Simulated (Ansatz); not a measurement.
# KNiF3: which magnetic order is lowest?

```
CELL_PARAMETERS angstrom
8.00000 0.00000 0.00000
0.00000 4.00000 0.00000
0.00000 0.00000 4.00000
ATOMIC_POSITIONS crystal
K 0.00000 0.00000 0.00000
Ni 0.25000 0.50000 0.50000
F 0.25000 0.50000 0.00000
F 0.00000 0.50000 0.50000
F 0.25000 0.00000 0.50000
K 0.50000 0.00000 0.00000
Ni 0.75000 0.50000 0.50000
F 0.75000 0.50000 0.00000
F 0.50000 0.50000 0.50000
F 0.75000 0.00000 0.50000
```

Method: r2SCAN in Ansatz 0.2.0, PAW datasets, plane waves to 500 eV, 4×7×7 Γ-centred mesh, fermi-dirac occupations of width 0.050 eV. The atoms are fixed and numbered as listed; spin is collinear, without spin-orbit coupling.

The cycle has several fixed points for this cell. Moments (μB):

```tsv
state	Ni2	Ni7	other atoms together	size of the net moment a cell
A	1.72	-1.72	0.00	0.00
B	0.00	0.00	0.00	0.00
C	1.74	1.74	0.39	4.00
```

Site moments are taken in small spheres that don't touch (radius about 0.4 of the atom's shortest bond), so those of the magnetic atoms read low, and they needn't add up to the net moment. State B was run without spin polarisation.

What is the order in energy at zero smearing?

State A (antiparallel, compensated) is lowest; C (parallel moments) lies 8.1 meV above it, B (without moments) lies 278 meV above it, all counted an atom of the cell.

Which states have a gap on the mesh, and what pressure does each exert on this cell?

A: gap 2.61 eV, 0.4 GPa; B: no gap, -2.7 GPa; C: gap 2.54 eV, 0.7 GPa (positive in compression). Moments take up room: without them the pressure is lower, so that state wants a smaller cell.

Compare the parallel order C with the antiparallel order A.

Between C and A the moments keep their size (1.74 against 1.72 μB in the mean), so the difference mostly measures the exchange between the flipped sites: the antiparallel order gains 41 meV for each Ni atom. The nearest flipped pair stands 4.00 Å apart. Flipped pairs are linked through F; the widest Ni–F–Ni angle among the nearer links is 180°, at 4.00 Å between the metal atoms. A nearly straight link favours antiparallel spins by superexchange as a rule of thumb, which fits.

What does magnetism gain here?

278 meV an atom of the cell, or 1390 meV for each Ni atom, against state B, which has none. A run without spin would miss this and give wrong energies and forces. That state isn't the paramagnet, which keeps its moments, so this is no ordering energy.

The cell is that of a Crystallography Open Database entry, unchanged but doubled along one cell vector so that moments can oppose. Note on the entry: the entry's cell lengths or inner coordinates differ somewhat from later room-temperature determinations.

Caveats: only orders that fit this cell and collinear spins were tried, so the true order may need a larger cell or canted moments; atoms and cell are not relaxed, and each state would relax in its own way; semilocal functionals without U often misplace the states of 3d oxides, halides and chalcogenides; the k mesh is coarse, so differences of a few meV are uncertain where a state is a metal; one start a pattern, so a lower state of the same pattern may exist.
